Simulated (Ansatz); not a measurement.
The start is a relaxed Nb cell displaced along its unstable phonon at q = (½, ½, ½) of its primitive reciprocal cell (116i cm⁻¹), largest move 0.15 Å. The structure is fully relaxed (lattice and positions, P = 0) with PBE (plane waves to 420 eV, PAW, scalar-relativistic; Ansatz, a program for electronic structure). The first steps use a coarse 13×13×13 k-mesh.

Initial structure:
```yaml
crystal:
  lattice:
    - [-5.19616, 5.19616, 2.84170]
    - [0.00000, 0.00000, 2.84170]
    - [0.00000, 5.19616, 0.00000]
  atoms:
    - { symbol: Nb, position: [0.00000, 0.25000, 0.52887] }
    - { symbol: Nb, position: [0.50000, 0.25000, 0.47113] }
    - { symbol: Nb, position: [0.00000, 0.00000, 0.02887] }
    - { symbol: Nb, position: [0.50000, 0.00000, 0.97113] }
```

**Question.** Which atoms feel the largest initial force, and how large is it?

**Answer.** 0.58 eV/Å, on Nb1, Nb2, Nb3, Nb4 (atoms numbered as listed).

**Question.** How much energy is released per atom?

**Answer.** 0.44 eV/atom.

**Question.** How does the volume change?

**Answer.** -4.2 %, from 19.18 to 18.38 Å³/atom.

**Question.** How do the shortest distances between atoms change?

**Answer.** The closest pairs of elements (up to four, under 3.6 Å), start → end: Nb–Nb 2.69 → 2.77 Å.

**Question.** What does it relax into? Give the structure.

**Answer.** 
```cif
data_Nb4
_chemical_formula_sum 'Nb4'
_space_group_name_H-M_alt 'Pnma'
_space_group_IT_number 62
_space_group_name_Hall '-P 2ac 2n'
_cell_length_a 5.42540
_cell_length_b 4.84165
_cell_length_c 2.79851
_cell_angle_alpha 90.000
_cell_angle_beta 90.000
_cell_angle_gamma 90.000
loop_
_atom_site_label
_atom_site_type_symbol
_atom_site_symmetry_multiplicity
_atom_site_Wyckoff_symbol
_atom_site_fract_x
_atom_site_fract_y
_atom_site_fract_z
_atom_site_occupancy
Nb1 Nb 4 c 0.36813 0.25000 0.35425 1
```

Final values are on a 9×10×17 k-mesh of the relaxed cell. No spin polarisation in the result.

The run could not lose the symmetry of its start, so the end can be a saddle point.

The relaxed structure here is a generated cell of Nb: the first start was made by placing the elements on the sites of a structure type, and the end was not matched to a known phase here, so it may be hypothetical. Known forms of Nb include space group No. 229.
